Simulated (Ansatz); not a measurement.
MgO:
```
CELL_PARAMETERS angstrom
      3.49395     0.00000     0.00000
     -1.74697     3.02585     0.00000
      0.00000     0.00000     4.19404
ATOMIC_POSITIONS crystal
  Mg 0.66667 0.33333 0.75000
  Mg 0.33333 0.66667 0.25000
  O  0.66667 0.33333 0.25000
  O  0.33333 0.66667 0.75000
```

Relaxed with PBEsol. Special points in fractions of this cell's reciprocal vectors: Γ (0.000, 0.000, 0.000); M (0.500, 0.000, 0.000); K (0.333, 0.333, 0.000); A (0.000, 0.000, 0.500); L (0.500, 0.000, 0.500); H (0.333, 0.333, 0.500).

Task: List the band energies nearest the valence-band maximum at these points for plane-wave PAW PBEsol (Ansatz code).

Result: In eV from the valence-band maximum; about four levels below and three above (degenerate sets whole), none deeper than 8.9 eV; … stands for higher levels left out; points with the same levels are listed once.

```
k                          below        above
-  -----------------------------  -----------
Γ   -1.73 -1.73 -0.80 -0.80 0.00  3.27 9.32 …
M        -2.33 -1.97 -1.30 -0.52  6.83 8.92 …
K  -2.19 -2.19 -1.81 -1.81 -0.89  7.13 8.83 …
A        -1.28 -1.28 -1.28 -1.28  6.31 6.31 …
L        -1.53 -1.53 -0.82 -0.82  7.15 7.15 …
H        -2.49 -2.49 -0.38 -0.38  7.98 7.98 …
```

Space group P6_3/mmc. The workflow started from a Materials Project entry (that database holds measured and hypothetical structures alike); the Crystallography Open Database copy checked does not list it. It is not the phase usual at ambient conditions (space group No. 225). Symmetry was held in the PBEsol relaxation; phonons on a q-mesh show no instability.

Potentials: the later of the program's two PAW sets.
